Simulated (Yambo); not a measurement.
**Optical response of LiPd**

```
CELL_PARAMETERS angstrom
      2.95968     0.00000     0.00000
      0.00000     2.95968     0.00000
      0.00000     0.00000     2.95968
ATOMIC_POSITIONS crystal
  Li 0.00000 0.00000 0.00000
  Pd 0.50000 0.50000 0.50000
```

Yambo, TDDFT with the adiabatic LDA kernel on LDA bands; 18×18×18 mesh, 40 bands, 4 Ry local-field block, 0.25 eV broadening; field along x.

```tsv
E (eV)	Im ε	Im ε, independent particles
0.6	1.77	1.77
1.1	6.73	6.75
1.6	11.4	11.5
2.1	12.0	12.2
2.6	8.90	9.18
3.1	7.17	7.41
3.6	6.26	6.48
4.1	4.89	5.12
4.6	3.89	4.12
5.1	2.95	3.14
5.6	2.54	2.75
6.1	1.96	2.14
6.6	1.63	1.82
7.1	1.37	1.52
7.6	1.22	1.34
8.1	1.08	1.22
8.6	0.89	0.99
9.1	1.03	1.18
9.6	1.16	1.39
10.1	1.45	1.76
10.6	1.44	1.74
11.1	1.55	1.84
11.6	1.50	1.81
12.1	1.63	1.97
12.6	1.82	2.16
13.1	1.81	2.09
13.6	1.74	1.98
14.1	1.37	1.60
14.6	1.17	1.44
15.1	1.37	1.78
15.6	1.53	2.00
16.1	1.78	2.31
16.6	1.83	2.13
17.1	1.64	1.71
17.6	1.24	1.29
18.1	1.09	1.18
18.6	1.09	1.20
19.1	1.14	1.26
19.6	0.96	1.06
```

Only interband transitions are included: the Drude term is missing, so nothing below about 0.6 eV and no real part is shown. Peak heights and small wiggles depend on the k mesh.

Spin-orbit coupling is not included.

Geometry of the Materials Project entry, not relaxed at this level.
